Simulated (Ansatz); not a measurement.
# Elastic constants of Ca (Fm-3m) under pressure

```
CELL_PARAMETERS angstrom
0.00000 2.78376 2.78376
2.78376 0.00000 2.78376
2.78376 2.78376 0.00000
ATOMIC_POSITIONS crystal
Ca 0.00000 0.00000 0.00000
```

This is the zero-pressure cell. At each pressure cell and atoms are relaxed in this structure, and the constants are slopes of the stress at strains of ±0.005 with relaxed ions (the coefficients that govern stability under load). Level: r²SCAN, PAW on Ansatz 0.2.0's default frozen-core files (fitted under PBE), scalar-relativistic; k mesh 18×18×18, strains of ±0.005, Fermi-Dirac smearing of 0.080 eV, cutoff 500 eV. P is the pressure of the relaxed cell, less that of this one.

```tsv
P (GPa)	V/V₀	C11 (GPa)	C12 (GPa)	C44 (GPa)
0.00	1.0000	22.5	15.6	17.2
1.03	0.9487	25.8	18.8	18.3
1.99	0.9090	28.6	21.6	18.8
3.98	0.8435	33.6	27.0	18.6
6.99	0.7690	39.8	34.3	17.0
9.99	?	?	?	?
14.98	0.6443	58.6	54.5	20.4
```

Question: Does the bulk modulus from the constants agree with the pressure-volume curve?

Answer: A third-order Birch-Murnaghan fit to the volumes shown (F against f, f = [(V₀/V)^(2/3) − 1]/2) gives B₀ = 18.0 GPa and B′ = 3.1. Its −V dP/dV stands beside (C11 + 2C12)/3:

| P (GPa) | from P(V) | from the constants |
| --- | --- | --- |
| 0.00 | 18.0 | 17.9 |
| 1.03 | 21.1 | 21.2 |
| 1.99 | 23.9 | 24.0 |
| 3.98 | 29.3 | 29.2 |
| 6.99 | 36.8 | 36.1 |
| 14.98 | 53.3 | 55.8 |

Question: What are the pressure derivatives at zero pressure?

Answer: Slopes at V₀ of quadratic fits in −ln(V/V₀) through the first four rows shown, divided by B₀: dC11/dP = 3.5, dC12/dP = 3.2, dC44/dP = 1.5. The mean slopes up to 2.0 GPa are 3.1, 3.0, 0.8; curvature and scatter of the constants part the two. The combination (dC11/dP + 2 dC12/dP)/3 = 3.3 stands against B′.

Question: Fill the row at 9.99 GPa.

Answer: Cubic fits in −ln(V/V₀) through all rows shown give C11 = 46.4, C12 = 41.7, C44 = 17.1 GPa. Computed: V/V₀ = 0.7129, C11 (GPa) = 46.3, C12 (GPa) = 41.8, C44 (GPa) = 17.8.

Question: Does a shear stiffness soften?

Answer: C44 goes from 17.2 to 20.4 GPa; (C11 − C12)/2 goes from 3.5 to 2.1 GPa, through a maximum of 3.5 near 1 GPa. (C11 − C12)/2 softens under pressure, though the lattice stays mechanically stable over this range.

Keep in mind: no other phase was computed; many crystals of this kind change structure within this range, and rows or crossings beyond such a change describe a metastable lattice; frozen-core PAW files fitted under PBE, their cores solved anew for the functional of the run; responses of metals move with mesh and smearing; the gap is closed or tiny at this level, so small that the run used smearing; responses move with mesh and smearing; phonons weren't checked at these pressures.
